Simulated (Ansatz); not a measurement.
TiN:
```
CELL_PARAMETERS angstrom
      0.00000     2.11619     2.11619
      2.11619     0.00000     2.11619
      2.11619     2.11619     0.00000
ATOMIC_POSITIONS crystal
  Ti 0.50000 0.50000 0.50000
  N  0.00000 0.00000 0.00000
```

Relaxed with r²SCAN. Special points in fractions of this cell's reciprocal vectors: Γ (0.000, 0.000, 0.000); X (0.500, 0.000, 0.500); U (0.625, 0.250, 0.625); K (0.375, 0.375, 0.750); L (0.500, 0.500, 0.500); W (0.500, 0.250, 0.750).

Problem. List the band energies nearest the Fermi level at these points for the program Ansatz at the r²SCAN level (PAW).

Solution. In eV from the Fermi level; about four levels below and three above (degenerate sets whole), none deeper than 8.9 eV; … stands for higher levels left out; points with the same levels are listed once.

| k | below | above |
|---|---|---|
| Γ | -2.36 -2.36 -2.36 -0.62 -0.62 -0.62 | … |
| X | -6.26 -3.60 -3.60 -3.11 | 1.72 2.45 2.45 |
| U | -6.20 -6.13 -4.86 -0.47 | 2.04 2.39 3.75 |
| L | -8.53 -5.91 -5.91 | 1.75 1.75 2.46 |
| W | -5.86 -5.86 -5.79 | 0.96 0.96 2.46 |

Space group Fm-3m (rock salt). The cell was relaxed with r²SCAN under the symmetry of its start. The run is not spin-polarised. The volume moved by -19 % from the start of the relaxation. With an odd number of electrons in the cell and no spin polarisation, the count alone makes it a metal.

Potentials: the later of the program's two PAW sets.
